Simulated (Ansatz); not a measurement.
SiO2 in space group Pbcn (No. 60; Si on 4c, O on 8d), plane-wave PAW r²SCAN (Ansatz code), all energies at zero smearing, with the estimated change up to a 700 eV cutoff added, with one set of potentials and settings (totals compare only within such a set). Cell of 12 atoms (4 Si, 8 O): -7118.012 eV.

```
element                            reference phase  E (eV/atom)
-------  -----------------------------------------  -----------
Si                      Fd-3m, 2 atoms in the cell    -639.0667
O        C2/m, 4 atoms in the cell, spin-polarised    -566.0281
```

Formation energy per atom, worked out: (-7118.012 − 4×(-639.0667) − 8×(-566.0281))/12 = -2.793 eV/atom (-270 kJ per mol of atoms), at 0 K, without zero-point energy or fitted corrections.

The workflow started from a Materials Project entry (that database holds measured and hypothetical structures alike); the Crystallography Open Database copy checked does not list it. It is not the phase usual at ambient conditions (space group No. 92, 152, 154). The r²SCAN relaxation kept the symmetry of its start; of distortions, only those at the zone centre were tested. The references are the lowest solids computed at this level, not always the standard phases (solids in place of the gases).

Potentials: the later of the program's two PAW sets.
